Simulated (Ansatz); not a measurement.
**Nuclear-site quantities of Sn as the cell is scaled**

```
CELL_PARAMETERS angstrom
0.00000 3.24560 3.24560
3.24560 0.00000 3.24560
3.24560 3.24560 0.00000
ATOMIC_POSITIONS crystal
Sn 0.50000 0.50000 0.50000
Sn 0.75000 0.75000 0.75000
```

Atom numbers follow the list: Sn1, Sn2.

The cell is COD entry 9008568, as deposited and not checked against the literature; nothing was relaxed.

No spin–orbit coupling, which matters for the heavy atoms here.

All numbers below come from Ansatz 0.2.0, DFT, LDA, all-electron PAW with datasets made for the crystal, scalar-relativistic.

Settings: a Γ-centred 9×9×9 k mesh, Fermi–Dirac smearing of 0.03 eV, cutoff 240 eV (chosen by the program for this cell), no spin polarisation.

The contact density is the mean electron density over the nuclear volume; its changes set Mössbauer isomer shifts. Changes below are taken from the unscaled cell, where it is 1.23133e+06 e/Å³ at Sn1.

| V/V(cell) | P (GPa) | Δρ(0) Sn1 (e/Å³) |
| --- | --- | --- |
| 0.9400 | 2.7 | -6.09 |
| 0.9405 | 2.7 | -6.04 |
| 0.9600 | 1.6 | ? |
| 0.9800 | 0.6 | -2.19 |
| 0.9900 | 0.1 | -1.11 |
| 1.0000 | -0.4 | 0.00 |
| 1.0100 | -0.8 | 1.11 |
| 1.0200 | -1.2 | 2.21 |
| 1.0400 | -1.9 | ? |
| 1.0600 | -2.5 | ? |

**Question.** Fill in "Δρ(0) Sn1 (e/Å³)" for the row "1.0400".

**Answer.** 4.33.

**Question.** Give the missing entry: row "1.0600", column "Δρ(0) Sn1 (e/Å³)".

**Answer.** 6.40.

**Question.** Fill in "Δρ(0) Sn1 (e/Å³)" for the row "0.9600".

**Answer.** -4.22.

The datasets are made afresh for each cell, so very small changes are uncertain.
